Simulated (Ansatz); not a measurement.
CsPbBr3 (cubic perovskite, space group No. 221), the program Ansatz at the r²SCAN level (PAW), all energies at zero smearing, with the estimated change up to a 700 eV cutoff added, with one set of potentials and settings (totals compare only within such a set). Cell of 5 atoms (1 Cs, 1 Pb, 3 Br): -25992.772 eV.

| element | reference phase | E (eV/atom) |
|---|---|---|
| Cs | Im-3m, 1 atoms in the cell | -5685.9274 |
| Pb | Fm-3m, 1 atoms in the cell | -11920.8594 |
| Br | Cmce, 4 atoms in the cell | -2792.8603 |

Formation energy per atom, worked out: (-25992.772 − 1×(-5685.9274) − 1×(-11920.8594) − 3×(-2792.8603))/5 = -1.481 eV/atom (-143 kJ per mol of atoms), at 0 K, without zero-point energy or fitted corrections.

Space group Pm-3m (cubic perovskite). This is a known high-temperature phase of the composition, computed here at zero pressure and temperature. Symmetry was held in the r²SCAN relaxation; its stability against distortions is not shown here. The references are the lowest solids computed at this level, not always the standard phases. Spin–orbit coupling is left out wherever it is not named.

Potentials: the later of the program's two PAW sets.
